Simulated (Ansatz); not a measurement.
**Tl₃HI: reading a single point**

```xyz
10
Lattice="3.5451 6.1403 0.0000 -3.5451 6.1403 0.0000 0.0000 0.0000 6.3096" Properties=species:S:1:pos:R:3 pbc="T T T"
Tl    0.0000    1.9745    1.5774
Tl    1.8352    7.1275    4.7322
Tl    1.8352    5.1531    1.5774
Tl    0.0000   10.3061    4.7322
Tl   -1.8352    5.1531    1.5774
Tl   -1.8352    7.1275    4.7322
I     0.0000    8.1871    1.5774
I     0.0000    4.0935    4.7322
H     0.0000    0.0000    0.0000
H     0.0000    0.0000    3.1548
```

Level: r2SCAN, no spin polarisation; 500 eV; 4×4×4 Γ-centred mesh; gaussian occupations (width 0.0136 eV); Ansatz 0.2.0, fixed geometry.

Question: Metal or insulator?

Answer: It is a metal, with about 4.7 states/eV a cell as the mean within 0.25 eV of the Fermi level, mostly Tl p (80 %).

Question: Is the cell too large or too small?

Answer: The pressure is 2.4 GPa (compression positive), so with the atoms held at these fractions the cell would first expand.

Question: What is the formation energy?

Answer: -0.02 eV an atom against the elements' usual phases (free molecules for gases, crystals otherwise, with no correction for O₂ or N₂), too near zero to call. Relaxing would lower it.

Question: Which atom feels the largest force, and which way?

Answer: The largest is on Tl4 (and as large on other atoms): 0.31 eV/Å, components (0.00, -0.31, 0.00). It makes 141° with the line to a nearest neighbour, H9 at 2.53 Å, pointing away from it.

Origin: a known structure type with other elements, at an estimated volume, so it need not be a known compound.
